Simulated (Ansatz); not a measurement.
Here is the system:

Cu$_{2}$Sb:
```cif
data_Cu4Sb2
_chemical_formula_sum 'Cu4 Sb2'
_space_group_name_H-M_alt 'P 1'
_space_group_IT_number 1
_cell_length_a 3.95747
_cell_length_b 3.95747
_cell_length_c 6.04452
_cell_angle_alpha 90.000
_cell_angle_beta 90.000
_cell_angle_gamma 90.000
loop_
_space_group_symop_operation_xyz
  'x, y, z'
loop_
_atom_site_label
_atom_site_type_symbol
_atom_site_fract_x
_atom_site_fract_y
_atom_site_fract_z
_atom_site_occupancy
Cu1 Cu 0.00000 0.00000 0.00000 1
Cu2 Cu 0.50000 0.50000 0.00000 1
Cu3 Cu 0.50000 0.00000 0.26400 1
Cu4 Cu 0.00000 0.50000 0.73600 1
Sb1 Sb 0.50000 0.00000 0.69776 1
Sb2 Sb 0.00000 0.50000 0.30224 1
```

This is the PBEsol-relaxed structure.

**Question.** All from plane-wave PAW PBEsol (Ansatz code), unless another level is named. Predict the electronic character.

**Answer.** metallic (no gap).

**Question.** What about the formation energy from the elements (no fitted shifts)?

**Answer.** 0.006 eV/atom.

**Question.** What about the gap with spin–orbit coupling?

**Answer.** none (metallic).

Space group P4/nmm. The first step of the workflow began from a Materials Project structure, measured or hypothetical; the Crystallography Open Database files this formula in space group No. 129, but the cells were not matched. Whether it is the stable phase at ambient conditions was not checked. The cell was relaxed with PBEsol under the symmetry of its start; whether a distortion lowers the energy is not shown. No spin polarisation was allowed. The references are the lowest solids computed at this level, not always the standard phases. Spin–orbit coupling is left out wherever it is not named.

Potentials: the later of the program's two PAW sets.
